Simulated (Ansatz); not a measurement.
Starting structure of a cell relaxation (symmetry kept):

```
CELL_PARAMETERS angstrom
3.95163 -2.14503 0.00000
3.95163 2.14503 0.00000
0.00000 0.00000 8.34195
ATOMIC_POSITIONS crystal
Cl 0.88663 0.11337 0.10651
Cl 0.61337 0.38663 0.60651
Cl 0.11337 0.88663 0.89349
Cl 0.38663 0.61337 0.39349
```

The calculation used DFT PBE, scalar-relativistic, plane waves, PAW in Ansatz 0.2.0.

Plane waves to 420 eV, a k mesh through Γ of 8×8×4 on the computed 4-atom cell and Gaussian smearing (0.02 eV); no spin polarisation.

Task: What does it relax to?

Result: The volume stays the same within 0.01 Å³/atom to 35.35 Å³/atom, and the energy changes by under 0.1 meV/atom. Final structure:
```
Cl
1.0
     3.95163   -2.14503    0.00000
     3.95163    2.14503    0.00000
     0.00000    0.00000    8.34195
Cl
4
Direct
  0.88663 0.11337 0.10651
  0.61337 0.38663 0.60651
  0.11337 0.88663 0.89349
  0.38663 0.61337 0.39349
```

The cell holds molecules, and where no dispersion correction was added their binding is poorly described.